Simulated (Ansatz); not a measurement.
CsBr:
```yaml
crystal:
  lattice:
    - [4.38949, 0.00000, 0.00000]
    - [0.00000, 4.38949, 0.00000]
    - [0.00000, 0.00000, 4.38949]
  atoms:
    - { symbol: Cs, position: [0.00000, 0.00000, 0.00000] }
    - { symbol: Br, position: [0.50000, 0.50000, 0.50000] }
```

Plane-wave PAW PBE (Ansatz code) gives a gap of 4.25 eV without spin–orbit coupling, maximum at M, minimum at Γ.

Question: What happens when spin–orbit coupling is switched on?

Answer: The gap falls by 0.15 eV, to 4.10 eV; maximum at Γ, minimum at Γ.

Question: Give the electron effective mass with spin–orbit coupling.

Answer: 0.32 mₑ (isotropic).

Question: Give the hole effective mass with spin–orbit coupling, band 1 of 2 at the edge.

Answer: 4.7 along [100], 2.8 along [110], 2.4 along [111] (mₑ).

Question: Give the hole effective mass with spin–orbit coupling, band 2 of 2 at the edge.

Answer: 0.66 along [100], 0.72 along [110], 0.75 along [111] (mₑ).

Space group Pm-3m (CsCl type). The PBE relaxation kept the symmetry of its start.

Potentials: the later of the program's two PAW sets.
